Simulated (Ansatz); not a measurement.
Yb₃Si₅:
```cif
data_Si5Yb3
_chemical_formula_sum 'Yb3 Si5'
_space_group_name_H-M_alt 'P 1'
_space_group_IT_number 1
_cell_length_a 6.41470
_cell_length_b 6.41470
_cell_length_c 4.13346
_cell_angle_alpha 90.000
_cell_angle_beta 90.000
_cell_angle_gamma 120.000
loop_
_space_group_symop_operation_xyz
  'x, y, z'
loop_
_atom_site_label
_atom_site_type_symbol
_atom_site_fract_x
_atom_site_fract_y
_atom_site_fract_z
_atom_site_occupancy
Yb1 Yb 0.00000 0.63555 0.00000 1
Yb2 Yb 0.63555 0.00000 0.00000 1
Yb3 Yb 0.36445 0.36445 0.00000 1
Si1 Si 0.66667 0.33333 0.50000 1
Si2 Si 0.33333 0.66667 0.50000 1
Si3 Si 0.00000 0.25392 0.50000 1
Si4 Si 0.25392 0.00000 0.50000 1
Si5 Si 0.74608 0.74608 0.50000 1
```

This is the PBEsol-relaxed structure.

All from DFT-PBEsol in the program Ansatz with PAW potentials, unless another level is named. Estimate the electronic character.

metallic (no gap).

And the formation energy from the elements (no fitted shifts)?

-61 kJ/mol-atom.

What about the density of states at the Fermi level?

0.79 states/eV per atom (mean over ±0.08 eV).

Predict the gap with spin–orbit coupling.

none (metallic).

Space group P-62m. The first step of the workflow began from a Materials Project structure, measured or hypothetical; the Crystallography Open Database copy checked does not list it. Its standing as an ambient phase is unchecked. The cell was relaxed with PBEsol under the symmetry of its start; whether a distortion lowers the energy is not shown. No spin polarisation was allowed. The 4f shell is in the valence. No Hubbard U is applied. The references are the lowest solids computed at this level, not always the standard phases. Scalar-relativistic: spin–orbit coupling is off unless named, which matters more the heavier the elements.

Potentials: the later of the program's two PAW sets.
